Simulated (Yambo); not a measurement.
Absorption of LiNbO₃ (space group R-3, No. 148) with and without the electron-hole interaction (Yambo, PBEsol bands; 6×6×6 mesh, 10 valence and 6 conduction bands, static screening with 76 bands and a 3 Ry block, scissor 1.82 eV, Tamm-Dancoff; field along x). Axes are Cartesian, with cell vectors (Å) (2.64, 1.53, 4.85), (-2.64, 1.53, 4.85), (0.00, -3.05, 4.85).

```json
[
 {"E (eV)": "3.67", "Im ε, BSE": "0.29", "Im ε, independent quasiparticles": "0.10"},
 {"E (eV)": "3.77", "Im ε, BSE": "0.34", "Im ε, independent quasiparticles": "0.10"},
 {"E (eV)": "3.87", "Im ε, BSE": "0.41", "Im ε, independent quasiparticles": "0.11"},
 {"E (eV)": "3.97", "Im ε, BSE": "0.49", "Im ε, independent quasiparticles": "0.12"},
 {"E (eV)": "4.07", "Im ε, BSE": "0.61", "Im ε, independent quasiparticles": "0.13"},
 {"E (eV)": "4.17", "Im ε, BSE": "0.77", "Im ε, independent quasiparticles": "0.14"},
 {"E (eV)": "4.27", "Im ε, BSE": "1.02", "Im ε, independent quasiparticles": "0.16"},
 {"E (eV)": "4.37", "Im ε, BSE": "1.43", "Im ε, independent quasiparticles": "0.17"},
 {"E (eV)": "4.47", "Im ε, BSE": "2.14", "Im ε, independent quasiparticles": "0.19"},
 {"E (eV)": "4.57", "Im ε, BSE": "3.51", "Im ε, independent quasiparticles": "0.21"},
 {"E (eV)": "4.67", "Im ε, BSE": "6.38", "Im ε, independent quasiparticles": "0.24"},
 {"E (eV)": "4.77", "Im ε, BSE": "11.1", "Im ε, independent quasiparticles": "0.27"},
 {"E (eV)": "4.87", "Im ε, BSE": "12.0", "Im ε, independent quasiparticles": "0.31"},
 {"E (eV)": "4.97", "Im ε, BSE": "9.09", "Im ε, independent quasiparticles": "0.35"},
 {"E (eV)": "5.07", "Im ε, BSE": "6.74", "Im ε, independent quasiparticles": "0.41"},
 {"E (eV)": "5.17", "Im ε, BSE": "5.33", "Im ε, independent quasiparticles": "0.49"},
 {"E (eV)": "5.27", "Im ε, BSE": "4.42", "Im ε, independent quasiparticles": "0.60"},
 {"E (eV)": "5.38", "Im ε, BSE": "4.04", "Im ε, independent quasiparticles": "0.75"},
 {"E (eV)": "5.48", "Im ε, BSE": "3.86", "Im ε, independent quasiparticles": "0.99"},
 {"E (eV)": "5.58", "Im ε, BSE": "3.94", "Im ε, independent quasiparticles": "1.37"},
 {"E (eV)": "5.68", "Im ε, BSE": "4.11", "Im ε, independent quasiparticles": "2.03"},
 {"E (eV)": "5.78", "Im ε, BSE": "3.96", "Im ε, independent quasiparticles": "3.18"},
 {"E (eV)": "5.88", "Im ε, BSE": "3.44", "Im ε, independent quasiparticles": "4.86"},
 {"E (eV)": "5.98", "Im ε, BSE": "2.84", "Im ε, independent quasiparticles": "6.72"},
 {"E (eV)": "6.08", "Im ε, BSE": "2.58", "Im ε, independent quasiparticles": "8.25"},
 {"E (eV)": "6.18", "Im ε, BSE": "2.38", "Im ε, independent quasiparticles": "8.78"},
 {"E (eV)": "6.28", "Im ε, BSE": "2.36", "Im ε, independent quasiparticles": "8.76"},
 {"E (eV)": "6.38", "Im ε, BSE": "2.29", "Im ε, independent quasiparticles": "8.51"},
 {"E (eV)": "6.48", "Im ε, BSE": "2.22", "Im ε, independent quasiparticles": "8.19"},
 {"E (eV)": "6.58", "Im ε, BSE": "2.09", "Im ε, independent quasiparticles": "8.17"},
 {"E (eV)": "6.68", "Im ε, BSE": "1.90", "Im ε, independent quasiparticles": "8.14"},
 {"E (eV)": "6.78", "Im ε, BSE": "1.85", "Im ε, independent quasiparticles": "8.08"},
 {"E (eV)": "6.88", "Im ε, BSE": "1.70", "Im ε, independent quasiparticles": "7.94"},
 {"E (eV)": "6.98", "Im ε, BSE": "1.68", "Im ε, independent quasiparticles": "7.61"},
 {"E (eV)": "7.08", "Im ε, BSE": "1.51", "Im ε, independent quasiparticles": "7.09"},
 {"E (eV)": "7.18", "Im ε, BSE": "1.54", "Im ε, independent quasiparticles": "6.45"},
 {"E (eV)": "7.28", "Im ε, BSE": "1.44", "Im ε, independent quasiparticles": "6.00"},
 {"E (eV)": "7.38", "Im ε, BSE": "1.43", "Im ε, independent quasiparticles": "5.79"}
]
```

The scissor comes from a G0W0 run whose convergence isn't established. Broadening 0.15 eV. The band window holds all transitions up to 7.5 eV. Fine structure above the onset can come from the mesh.

Spin-orbit splittings are left out.

Geometry of the Materials Project entry, not relaxed at this level; primitive cell a = 5.727 Å, b = 5.727 Å, c = 5.727 Å, α = 54.96°, β = 54.96°, γ = 54.96°.

This is not the ordinary phase of the substance.
